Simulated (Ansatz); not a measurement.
Relaxed-ion elastic tensor of GaAs (zinc blende, space group No. 216) in GPa (Voigt order), the program Ansatz at the r²SCAN level (PAW); density 5.28 g/cm³, 22.73 Å³ per atom.

```tsv
	1	2	3	4	5	6
1	117	50.0	50.0	0.0	0.0	0.0
2	50.0	117	50.0	0.0	0.0	0.0
3	50.0	50.0	117	0.0	0.0	0.0
4	0.0	0.0	0.0	60.5	0.0	0.0
5	0.0	0.0	0.0	0.0	60.5	0.0
6	0.0	0.0	0.0	0.0	0.0	60.5
```

### Question
Is the crystal mechanically stable?

### Answer
Yes: the smallest eigenvalue of C is 60.5 GPa.

### Question
Work out the Voigt, Reuss and Hill averages.

### Answer
K_V = 72.5, K_R = 72.5, K_H = 72.5; G_V = 49.8, G_R = 45.9, G_H = 47.9 GPa.

### Question
Give Young's modulus, Poisson's ratio, Pugh's ratio and the universal anisotropy index.

### Answer
E = 9KG/(3K + G) = 118 GPa; ν = 0.23; K/G = 1.52 (brittle by the Pugh limit of 1.75); A_U = 5G_V/G_R + K_V/K_R − 6 = 0.42.

### Question
Estimate the sound speeds and the Debye temperature.

### Answer
v_l = √((K + 4G/3)/ρ) = 5080 m/s, v_t = √(G/ρ) = 3010 m/s, mean 3330 m/s; Θ = (h/k)(3n/4πV)^(1/3) v_m = 350 K.

### Question
Give the Zener ratio and Young's modulus along [100], [110] and [111].

### Answer
A = 2C44/(C11 − C12) = 1.79; 1/E = S11 − 2(S11 − S12 − S44/2)Γ with Γ = 0, 1/4, 1/3 gives 87.6, 123, 142 GPa.

### Question
Solve the Christoffel equation for the three sound speeds along [100], [110], [111].

### Answer
Eigenvalues of C_ijkl n_j n_l equal ρv² (piezoelectric stiffening left out). In km/s, slowest first: [100] 3.38, 3.38, 4.72; [110] 2.53, 3.38, 5.23; [111] 2.84, 2.84, 5.38.

Space group F-43m (zinc blende). Symmetry was held in the r²SCAN relaxation; phonons on a q-mesh show no instability.

Potentials: the earlier of the program's two PAW sets.
